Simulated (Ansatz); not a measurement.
CuI (zinc blende): values from a third-order Birch-Murnaghan fit to a volume scan beside measured ones. Computed values: PBE (plane waves to 420 eV, PAW, scalar-relativistic; Ansatz, a first-principles code). CuI is run without spin polarisation. CuI was relaxed with its symmetry unable to fall. Spin-orbit coupling is left out, though I is heavy. The PAW data are Ansatz's earlier set.

| quantity | reference | kind | PBE | difference |
|---|---|---|---|---|
| Lattice constant a (Å) | 6.053 | measured, room temperature or unstated | 6.078 | +0.4 % |
| Bulk modulus B₀ (GPa) | 36.6 | measured, room temperature or unstated | 39.1 | +6.7 % |

References as given in: arXiv:2305.18931; Abhijith M. Gopakumar, M. K. Gupta, R. Mittal et al., Physical Chemistry Chemical Physics (2017), arXiv:1612.07068. Values not taken to low temperature hold thermal and zero-point shifts that a static calculation lacks, so small differences there are no errors of the method.

(Under strain, the slope of the energy per volume gives the stress and its curvature an elastic modulus.)
